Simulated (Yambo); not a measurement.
MgPdF6 (space group R-3, No. 148), G0W0@LDA (Yambo, plasmon pole, terminator in G, 4×4×4 mesh): gap F → F in eV by bands and screening block.

```csv
bands (W and G),2 Ry,3 Ry,4 Ry,5 Ry,6 Ry
47,6.03,5.50,5.35,5.29,5.22
60,…,5.35,5.19,5.12,5.05
77,5.84,…,5.15,5.09,5.01
98,5.81,5.30,5.13,…,4.99
120,5.81,5.29,5.12,5.05,4.97
```

Problem. Estimate the withheld gaps from their neighbours; the computed values follow.

Solution. 
- 60, 2 Ry: 5.88
- 77, 3 Ry: 5.32
- 98, 5 Ry: 5.07

The largest settings aren't shown to be the converged limit.

Spin-orbit coupling is not included.

Geometry of the Materials Project entry, not relaxed at this level; primitive cell a = 5.333 Å, b = 5.333 Å, c = 5.333 Å, α = 55.07°, β = 55.07°, γ = 55.07°.
